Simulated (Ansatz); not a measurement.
# Course of a relaxation: Rb2InGaC6N6

The cell of Rb2InGaC6N6 is invented: cyanide-bridged rock-salt net of two metals, 2 guest cations a cell (Fm-3m, No. 225). The dimensions are guesses.

```xyz
16
Lattice="0.0000 5.1635 5.1635 5.1635 0.0000 5.1635 5.1635 5.1635 0.0000" Properties=species:S:1:pos:R:3 pbc="T T T"
Rb    2.5817    2.5817    2.5817
Rb    7.7453    7.7453    7.7453
In    5.1635    5.1635    5.1635
Ga    0.0000    0.0000    0.0000
C     1.8960    5.1635    5.1635
C     5.1635    1.8960    5.1635
C     5.1635    5.1635    1.8960
C     8.4310    5.1635    5.1635
C     5.1635    8.4310    5.1635
C     5.1635    5.1635    8.4310
N     3.0660    5.1635    5.1635
N     5.1635    3.0660    5.1635
N     5.1635    5.1635    3.0660
N     7.2610    5.1635    5.1635
N     5.1635    7.2610    5.1635
N     5.1635    5.1635    7.2610
```

Method: Ansatz, DFT PBE, scalar-relativistic, plane waves, PAW. Cutoff 420 eV, Gaussian smearing, Γ-centred meshes. Cell and atoms relax first on a coarse mesh and then on a finer one. In between, the cell is made exact in the group found at 0.06 Å. In metals the finer mesh still leaves noise of several meV/atom or more. The steps can't lower the symmetry of their start. No spin polarisation in the relaxation; trial moments died out in a coarse test.

Steps on the 4×4×4 mesh (16 atoms, 9 steps). The free energy counts from the last step; the plane-wave basis is renewed at times, which shifts energy and pressure.

```csv
step,ΔF (meV/atom),V (Å³/atom),P (GPa),largest force component (eV/Å)
1,167.3,17.21,15.82,1.295
2,33.4,19.59,2.86,1.057
3,16.2,20.21,0.64,0.356
4,15.2,20.44,0.08,0.069
5,15.5,20.49,0.32,0.419
6,15.2,20.47,0.04,0.006
7,0.9,20.47,0.89,0.021
8,0.5,20.75,0.15,0.006
9,0.0,20.75,0.16,0.006
```

The relaxed structure, after a last relaxation on the converged mesh:

```yaml
crystal:
  lattice:
    - [0.00000, 5.50481, 5.50481]
    - [5.50481, 0.00000, 5.50481]
    - [5.50481, 5.50481, 0.00000]
  atoms:
    - { symbol: Rb, position: [0.25000, 0.25000, 0.25000] }
    - { symbol: Rb, position: [0.75000, 0.75000, 0.75000] }
    - { symbol: In, position: [0.50000, 0.50000, 0.50000] }
    - { symbol: Ga, position: [0.00000, 0.00000, 0.00000] }
    - { symbol: C, position: [0.80817, 0.19183, 0.19183] }
    - { symbol: C, position: [0.19183, 0.80817, 0.19183] }
    - { symbol: C, position: [0.19183, 0.19183, 0.80817] }
    - { symbol: C, position: [0.19183, 0.80817, 0.80817] }
    - { symbol: C, position: [0.80817, 0.19183, 0.80817] }
    - { symbol: C, position: [0.80817, 0.80817, 0.19183] }
    - { symbol: N, position: [0.70024, 0.29976, 0.29976] }
    - { symbol: N, position: [0.29976, 0.70024, 0.29976] }
    - { symbol: N, position: [0.29976, 0.29976, 0.70024] }
    - { symbol: N, position: [0.29976, 0.70024, 0.70024] }
    - { symbol: N, position: [0.70024, 0.29976, 0.70024] }
    - { symbol: N, position: [0.70024, 0.70024, 0.29976] }
```

The symmetry stays Fm-3m (No. 225). The volume per atom grows by 21.2 %, from 17.2 to 20.9 Å³. The shortest distance goes from 1.17 Å (C–N) to 1.19 Å (C–N). The energy falls by about 0.17 eV/atom (the start's value is from the coarse mesh). Around Rb lie 12 N at 3.93 Å and 12 C at 3.94 Å; In has 6 N at 2.20 Å; Ga has 6 C at 2.11 Å; C has 1 N at 1.19 Å, 1 Ga at 2.11 Å, 4 C at 2.99 Å, 1 In at 3.39 Å, 4 N at 3.92 Å, 4 Rb at 3.94 Å and 4 N at 4.05 Å; N is surrounded by 1 C at 1.19 Å, 1 In at 2.20 Å, 4 N at 3.12 Å, 1 Ga at 3.30 Å, 4 C at 3.92 Å, 4 Rb at 3.93 Å and 4 C at 4.05 Å.

- Volume per atom: 20.85 Å³
- Density: 2.55 g/cm³
- Formation energy: +0.37 eV/atom
- Gap on the 6×6×6 mesh of the 16-atom cell: 0 eV (a metal)

The zero of energy is the elements' standard structures at the same level (N₂ as a molecule); no fitted shifts are applied.

The last run used Gaussian smearing of 0.10 eV. The reference form of C is held partly by dispersion forces, which this level lacks. Symmetry constrained the relaxation, so the result can be a saddle point. In all, the 3 runs took 2.5 min on 1 thread of Intel(R) Xeon(R) Platinum 8488C (Sapphire Rapids), on a shared host.
